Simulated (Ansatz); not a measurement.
An Ansatz (a program for electronic structure) run. Input:

Ansatz 0.2 input:
```yaml
crystal:
  lattice:
    - [3.7522695895, 0.0, 0.0]
    - [-1.8761347948, 3.2495607864, 0.0]
    - [0.0, 0.0, 33.0]
  periodic: [true, true, false]
  atoms:
    - { symbol: Ti, position: [0.0, 0.0, 0.5] }
    - { symbol: Te, position: [0.3333333333, 0.6666666667, 0.4471657325] }
    - { symbol: Te, position: [0.6666666667, 0.3333333333, 0.5528342675] }
kpoints:
  mp_grid: { grid: [18, 18, 1] }
hamiltonian:
  xc: pbe
  pseudopotentials: { kind: paw }
scf:
  occupations: { method: fermi_dirac, width: 0.1 }
phonons:
  method: dfpt
  response_accuracy: low
  eigenvectors: true
  rigid_motions: translations
```

Output (shortened):

```
Pseudopotential: Ti, paw, valence charge 12
Pseudopotential: Te, paw, valence charge 16
Functional definition: PBE
Crystal: 3 atoms, lattice volume = 402.377 Å³
Basis set: ecut = 420 eV, 7923 PW (Γ), exchange–correlation on 54×54×450 points (8 copies of the dense FFT grid, shifted against one another)
Bands: 27, of which v1, the nominal top of the filled ones, is band 22 counted from 1 (21 counted from 0)
Symmetry: 12 space group operations
k-points: 91 of 324 (irreducible under 2 space group operations, time reversal used)
SCF iter   1: F=—  HF=-16461.683128 eV  |F-HF|=—  |Δ(HF+E_count)|=         —  Δρ=1.71e-3  dr2=2.75e-2  ethr=1.77e-3  ⟨swp⟩=12.3  Hψ=15424  notcnv=0
preconditioner: auto → LDOS
SCF iter   2: F=—  HF=-16461.684535 eV  |F-HF|=—  |Δ(HF+E_count)|=   1.41e-3  Δρ=2.04e-3  dr2=4.84e-2  ethr=6.25e-5  ⟨swp⟩=3.9  Hψ=6805  notcnv=0
SCF iter   3: F=—  HF=-16461.680326 eV  |F-HF|=—  |Δ(HF+E_count)|=   4.21e-3  Δρ=2.61e-4  dr2=1.13e-3  ethr=6.25e-5  ⟨swp⟩=2.1  Hψ=3461  notcnv=0
SCF iter   4: F=—  HF=-16461.680229 eV  |F-HF|=—  |Δ(HF+E_count)|=   9.64e-5  Δρ=1.33e-4  dr2=1.48e-4  ethr=2.57e-6  ⟨swp⟩=4.1  Hψ=5759  notcnv=0
SCF iter   5: F=—  HF=-16461.680183 eV  |F-HF|=—  |Δ(HF+E_count)|=   4.67e-5  Δρ=2.58e-5  dr2=4.28e-6  ethr=3.35e-7  ⟨swp⟩=3.5  Hψ=5473  notcnv=0
SCF iter   6: F=—  HF=-16461.680172 eV  |F-HF|=—  |Δ(HF+E_count)|=   1.02e-5  Δρ=9.82e-6  dr2=6.14e-7  ethr=9.72e-9  ⟨swp⟩=2.9  Hψ=5124  notcnv=0
SCF iter   7: F=—  HF=-16461.680173 eV  |F-HF|=—  |Δ(HF+E_count)|=   2.58e-7  Δρ=2.06e-6  dr2=9.29e-9  ethr=1.39e-9  ⟨swp⟩=3.0  Hψ=5113  notcnv=0
SCF iter   8: F=—  HF=-16461.680173 eV  |F-HF|=—  |Δ(HF+E_count)|=   1.58e-7  Δρ=8.45e-7  dr2=2.90e-9  ethr=2.11e-11  ⟨swp⟩=4.6  Hψ=7068  notcnv=0
SCF iter  10: F=-16461.680173 eV  HF=-16461.680173 eV  |F-HF|=2.00e-10  |Δ(HF+E_count)|=  4.69e-10  Δρ=2.39e-8  dr2=2.46e-12  ethr=1.00e-12  ⟨swp⟩=11.4  Hψ=18384  notcnv=0
SCF 1 converged in 10 iterations: F = -16461.680173 eV  dr2 = 2.46e-12
DFPT response loops at Γ: preconditioner auto → none (partly filled bands, converged f_vac=0.767); β = 0.50; Broyden in place of MSR1
SCF converged after 10 iterations
Free energy (F): -16461.680173 eV
Harris-Foulkes:  -16461.680173 eV  (|F-HF|=2.00e-10)
Internal energy: -16461.633139 eV  (E = F + TS)
E sigma→0 (E₀):  -16461.656656 eV
Entropy (-TS):   -0.047033 eV (-15.678 meV/atom)
Fermi energy:    -4.850395 eV
--- Per-component energies (eV) ---
  E_band       = -1328.605237
  E_kinetic    = 632.126541
  E_local      = -95876.260100  (includes V_loc(G=0)·N_el)
  E_nonlocal   = -612.099086
  E_hartree    = 47894.312835
  E_xc         = -345.927350
  E_vxc        = -330.021685  (∫ρ·V_xc dr)
  E_paw        = -10372.433462  (= ΣΔE_a)
  E_vpaw       = -930.976398  (= ΣTr[D̂ρ^β])
  E_aug_tail   = -0.000223  (compensation charges beyond the density's cutoff)
  E_ewald      = 42218.647706
  E_smearing   = -0.047033  (= −TS)
  E_closure    = 0.000000  (closes the sum)
  Σ components = -16461.680173   (vs F -16461.680173, Δ=0.00e0)
  [band-id]    e_kinetic+e_local+e_nonlocal+2·e_hartree+e_vxc+e_vpaw+e_augmentation_tail = -1328.605281   (vs E_band -1328.605237, Δ=-4.41e-5)
--- Band table (eV; the first three rows and the last of 91) ---
  k-point 0: bands = ["-62.3233", "-41.2423", "-41.2423", "-41.2385", "-41.2385", "-41.1933", "-41.1933", "-41.1921", "-41.1921", "-41.1725", "-41.1716", "-38.5651", "-38.5651", "-38.5415", "-16.8521", "-16.0355", "-9.0693", "-6.3006", "-6.3006", "-6.2809", …
  k-point 1: bands = ["-62.3232", "-41.2422", "-41.2420", "-41.2386", "-41.2382", "-41.1935", "-41.1935", "-41.1922", "-41.1920", "-41.1724", "-41.1714", "-38.5666", "-38.5654", "-38.5410", "-16.8180", "-16.0130", "-9.0303", "-6.5926", "-6.2957", "-6.0360", …
  k-point 2: bands = ["-62.3230", "-41.2418", "-41.2410", "-41.2389", "-41.2374", "-41.1942", "-41.1941", "-41.1923", "-41.1918", "-41.1720", "-41.1710", "-38.5709", "-38.5662", "-38.5393", "-16.7169", "-15.9467", "-8.9154", "-6.9263", "-6.2846", "-5.8582", …
  k-point 90: bands = ["-62.3204", "-41.2404", "-41.2360", "-41.2333", "-41.2317", "-41.1990", "-41.1957", "-41.1943", "-41.1936", "-41.1675", "-41.1668", "-38.6043", "-38.5839", "-38.5220", "-15.3288", "-15.1412", "-8.8406", "-8.5181", "-7.4561", "-7.1131", …
--- Phonons (Γ-DFPT): 4 representative perturbations + reference, on 91 of 324 k-points (Σ response iterations 19) ---
  ASR residual: 2.434e-3 → 0.000e0 eV/Å²; symmetrization residual: 2.131e-4 eV/Å²
  ASR residual per site (eV/Å²): 2.43e-3 2.28e-4 2.28e-4
  Γ frequencies (cm⁻¹): 0.00 0.00 0.00 92.16 92.16 133.40 156.78 156.78 260.30
  non-analytic LO–TO correction: not included (Born effective charges unavailable; polar crystals: no LO–TO splitting at Γ)
```

Cost: roughly 10 core-minutes on shared cores.

Space group P-3m1 (1T). The layer was cut from a bulk entry of the Materials Project (measured or hypothetical); whether that bulk phase is the ambient one, and whether the layer has been isolated, was not checked. The cell was relaxed with PBE under the symmetry of its start; its stability against distortions is not shown here. The run is not spin-polarised. As this level gives no gap, phonon frequencies hold no LO–TO term and depend on the k-mesh and smearing (Fermi–Dirac, 0.1 eV here). Scalar-relativistic: spin–orbit coupling is off unless named, which matters more the heavier the elements.

Potentials: the later of the program's two PAW sets.

Ansatz is a plane-wave DFT program.
